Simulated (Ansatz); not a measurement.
YB2Ir3:
```
YB2Ir3
1.0
    5.40815     0.00000     0.00000
   -2.70407     4.68359     0.00000
    0.00000     0.00000     3.12414
B Y Ir
2 1 3
Direct
  0.33333   0.66667   0.00000
  0.66667   0.33333   0.00000
  0.00000   0.00000   0.00000
  0.50000   0.50000   0.50000
  0.00000   0.50000   0.50000
  0.50000   0.00000   0.50000
```

Relaxed with PBEsol.

Q: Map the valence electron density (e/Å³), cut off at 1 on the plane through (0.333, 0.667, 0.000) spanned by u = [0, 0, 1] and v = [1, -1, 0] in lattice vectors, from the program Ansatz at the PBEsol level (PAW).

A: x is the fraction of u, y of v (the angle between them is 90°; rows are the nearest grid lines); atoms in the plane: B at (0.00, 0.00), B at (0.00, 0.33), Y at (0.00, 0.67), Ir at (0.50, 0.17).
```
|13665433233456631|
|55554433333445555|
|44433334443333444|
|11112223332221111|
|00001111111110000|
|43211000000011234|
|99952100000125999|
|99999410001499999|
|99999410001499999|
|99995200000259999|
|99642100000124699|
|00000111111100000|
|00111222222211100|
|33333333433333333|
|44444333433344444|
|24665433333456642|
|45665433333456654|
|44456999999965444|
|33459999999995433|
|22389999999998322|
|22369999999996322|
|55556799999765555|
|66655555555555666|
|13665433233456631|
```
Scale: ten equal steps from 0.091 (start of '0') to 1.00 (end of '9'), in the order '0123456789'; x runs from 0.000 to 1.00, y from 0.000 (bottom) to 1.00 (top).

The density is the valence pseudo-density with augmentation charge, so density and ELF within about 1 Å of a nucleus are not all-electron values.

Space group P6/mmm. The workflow started from an entry of the Crystallography Open Database (COD); the relaxed space group is not among those it files for this formula. COD files the formula under space group No. 12, so this cell is another polymorph or a model. Its standing as an ambient phase is unchecked. The PBEsol relaxation kept the symmetry of its start; its stability against distortions is not shown here. The run is not spin-polarised. Scalar-relativistic: spin–orbit coupling is off unless named, which matters more the heavier the elements.

Potentials: the later of the program's two PAW sets.
